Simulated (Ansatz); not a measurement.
One stationary structure of Cs$_{2}$AgBiBr$_{6}$. Space group Fm-3m (No. 225). All values below come from r2SCAN (plane waves to 500 eV, PAW, scalar-relativistic; Ansatz, a quantum-chemistry and plane-wave program).

```xyz
10
Lattice="0.0000 5.6704 5.6704 5.6704 0.0000 5.6704 5.6704 5.6704 0.0000" Properties=species:S:1:pos:R:3 pbc="T T T"
Cs     2.8352     2.8352     2.8352
Cs     8.5056     8.5056     8.5056
Ag     5.6704     5.6704     5.6704
Bi     0.0000     0.0000     0.0000
Br     2.8567     5.6704     5.6704
Br     8.4841     5.6704     5.6704
Br     5.6704     2.8567     5.6704
Br     5.6704     8.4841     5.6704
Br     5.6704     5.6704     2.8567
Br     5.6704     5.6704     8.4841
```

Q: Give the band gap at the level r2SCAN.

A: 1.67 eV, indirect (valence top at X, conduction bottom at L) (no spin-orbit coupling).

Q: What is the computed smallest direct gap (r2SCAN)?

A: 2.74 eV at k = (0, 0.2, -0.4).

No spin polarisation in the result. Without spin-orbit coupling the bands of the heavy element are not split, so the gap can be far off.

The run could not lose the symmetry of its start.

The first start was generated by placing the elements on the sites of a structure type. A measured structure of Cs2AgBiBr6 has the same space group, Fm-3m (No. 225); the sites were not compared with it.
